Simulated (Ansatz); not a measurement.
# Computed properties of BaCd2As2

BaCd$_{2}$As$_{2}$:
```yaml
crystal:
  lattice:
    - [4.54683, 0.00000, 0.00000]
    - [-2.27342, 3.93767, 0.00000]
    - [0.00000, 0.00000, 7.73682]
  atoms:
    - { symbol: Ba, position: [0.00000, 0.00000, 0.00000] }
    - { symbol: Cd, position: [0.66667, 0.33333, 0.37079] }
    - { symbol: Cd, position: [0.33333, 0.66667, 0.62921] }
    - { symbol: As, position: [0.66667, 0.33333, 0.73569] }
    - { symbol: As, position: [0.33333, 0.66667, 0.26431] }
```

Space group P-3m1 (No. 164); conventional cell a = 4.5468 Å, b = 4.5468 Å, c = 7.7368 Å, α = 90.00°, β = 90.00°, γ = 120.00°.

Method: plane-wave PAW r²SCAN (Ansatz code). Geometry: relaxed at this level of theory. Other levels are named where they apply.

**Cell and energy**

Volume per atom: 27.70 Å³
Density: 6.14 g/cm³

**Electronic structure**

Band gap: 0.72 eV (smallest direct gap 0.72 eV)
Valence-band maximum: at Γ
Conduction-band minimum: at A
Electron effective mass: 0.084, 0.084, 6.1 mₑ (principal values)
Electron effective mass with spin–orbit coupling: 0.084, 0.084, 6.2 mₑ (principal values)
Hole effective mass, band 1 of 2 at the edge: 0.49 along x, 0.59 along z (mₑ)
Hole effective mass, band 2 of 2 at the edge: 0.056 along x, 0.59 along z (mₑ)
Hole effective mass with spin–orbit coupling: 0.089, 0.089, 0.57 mₑ (principal values)
Gap with spin–orbit coupling: 0.62 eV

**Mechanics**

- Bulk modulus (Birch–Murnaghan fit) = 50.2 GPa
- Pressure derivative B′ = 4.5

**Charges**

* **Bader charges**: Ba +1.34, Cd +0.50, As -1.17 e

The workflow started from a Materials Project entry (that database holds measured and hypothetical structures alike); the Crystallography Open Database copy checked does not list it. Whether it is the stable phase at ambient conditions was not checked. The cell was relaxed with r²SCAN under the symmetry of its start; its stability against distortions is not shown here. Scalar-relativistic: spin–orbit coupling is off unless named, which matters more the heavier the elements.

Potentials: the later of the program's two PAW sets.
